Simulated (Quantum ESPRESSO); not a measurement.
# Planted mistakes on one cell of Ga3S2PSe

Calculated results; nothing here was measured. They come from pw.x of Quantum ESPRESSO 7.5, a plane-wave density functional program, with PseudoDojo standard norm-conserving files (v0.5 for PBE, v0.4.1 for LDA and PBEsol). The cells are made up: elements, strain and atom displacements were drawn at random, and nothing was relaxed. There is no spin polarisation, spin-orbit coupling or dispersion term.

The cell has 8 sites of a zincblende or diamond lattice. Sites 1 to 4 hold Ga empty Ga Ga; sites 5 to 8 hold S S P Se. Cell vectors in Å: (5.498, 0.000, 0.000); (0.000, 5.498, 0.000); (0.000, 0.000, 5.498). Settings: PBE, cutoff 1170 eV, 4 x 4 x 4 k mesh shifted by half a step, Fermi-Dirac smearing of 0.025 eV.

The intended run has a self-consistency threshold of 1e-07 eV, a smearing term of 0.000 eV, a pressure of 0.37 GPa and 10 iterations. Each further run changes one thing: all lengths scaled by 0.9823; atoms of sites 4 and 5 exchanged; cutoff 873 eV; files of PBEsol; k mesh 1 x 1 x 1; one electron removed; smearing 0.47 eV; threshold 0.7 eV. A coarse mesh keeps the shift, and a charged cell sits in a uniform background.

| run | change of free energy (eV) | smearing term -TS (eV) | change of P (GPa) | largest change of a force component (eV/Å) | iterations |
| --- | --- | --- | --- | --- | --- |
| A | 1.047 | 0.000 | -12.42 | 0.003 | 10 |
| B | 0.112 | 0.000 | 3.58 | 0.462 | 10 |
| C | -0.291 | -0.978 | 0.83 | 0.174 | 11 |
| D | -5.727 | -0.010 | -11.42 | 0.605 | 12 |
| E | 3.894 | -0.006 | 4.03 | 1.190 | 11 |
| F | 0.088 | 0.000 | 0.20 | 2.203 | 3 |
| G | 12.925 | 0.000 | -2.62 | 0.118 | 10 |
| H | 5.879 | 0.000 | 7.89 | 0.824 | 12 |

A rerun of the intended cell at 1467 eV and k mesh 6 x 6 x 6 moved values by no more than 0.004 eV in the cell's energy, 0.02 GPa in stress and 0.002 eV/Å in force.

Question: which change belongs to which run?

## Worked reading

Run F has the fewest iterations, as a run stopped early does. Run C has the largest smearing term, as wide smearing gives. Run A has a higher energy and the largest fall in pressure, as too small a basis gives. Run B changes the volume by a factor of 0.9478; minus its pressure change over the logarithm of that factor, 67 GPa, is a rough bulk modulus with clamped atoms. Energies from files of another functional, or of a charged cell, have another zero and say nothing on stability; the pressure of a charged cell rests on the program's zero of potential too.

## Key

```
run,change
A,cutoff 873 eV
B,all lengths scaled by 0.9823
C,smearing 0.47 eV
D,one electron removed
E,atoms of sites 4 and 5 exchanged
F,threshold 0.7 eV
G,files of PBEsol
H,k mesh 1 x 1 x 1
```